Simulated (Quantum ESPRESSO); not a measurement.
**NMR parameters of Li$_{2}$O (changed cell)**

```
CELL_PARAMETERS angstrom
      0.00000     2.31522     2.35012
      2.31522     0.00000     2.35012
      2.31522     2.31522     0.00000
ATOMIC_POSITIONS crystal
  Li 0.75000 0.75000 0.75000
  Li 0.25000 0.25000 0.25000
  O  0.00000 0.00000 0.00000
```
The cell was made here from a computed Materials Project entry: strained by +1 % along the cube axis and by -0.5 % across it, atoms relaxed (PBE without dispersion, pw.x of a modified build of Quantum ESPRESSO, symmetry kept). The parent is Li2O in Fm-3m. Stability against distortions was not tested.

These are absolute shieldings with no macroscopic susceptibility term; δ = σ_ref − σ needs a reference computed alike. By our sweeps, such settings leave a few ppm in absolute σ. Static lattice: thermal averaging is not included.

**Question.** What do the calculations give at each independent site (shieldings by GIPAW with PBE in Quantum ESPRESSO, on JTH PAW datasets, 22.5 Ha, k-mesh 5×5×5 shifted, f-sum rule met within 0.004 %)?

**Answer.** 
```tsv
site	site symmetry	σ_iso (ppm)
Li (atoms 1, 2)	-4m2	78
O (atom 3)	4/mmm	204
```
